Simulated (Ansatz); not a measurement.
GeMo$_{2}$C in space group P6_3/mmc (No. 194; Ge on 2d, Mo on 4f, C on 2a), r²SCAN in the plane-wave PAW code Ansatz, all energies at zero smearing, with the estimated change up to a 700 eV cutoff added, with one set of potentials and settings (totals compare only within such a set). Cell of 8 atoms (2 Ge, 4 Mo, 2 C): -28980.144 eV.

```csv
element,reference phase,E (eV/atom)
Ge,"Fd-3m, 2 atoms in the cell",-4302.9121
Mo,"Im-3m, 1 atoms in the cell",-4967.6249
C,"P6_3/mmc, 4 atoms in the cell",-251.6688
```

Formation energy per atom, worked out: (-28980.144 − 2×(-4302.9121) − 4×(-4967.6249) − 2×(-251.6688))/8 = -0.060 eV/atom (-6 kJ per mol of atoms), at 0 K, without zero-point energy or fitted corrections.

The start of the workflow was typed in or built on a structure type; neither database checked (COD, Materials Project) lists it. Whether it is the stable phase at ambient conditions was not checked. The cell was relaxed with r²SCAN under the symmetry of its start; its stability against distortions is not shown here. The run is not spin-polarised. The references are the lowest solids computed at this level, not always the standard phases.

Potentials: the earlier of the program's two PAW sets.
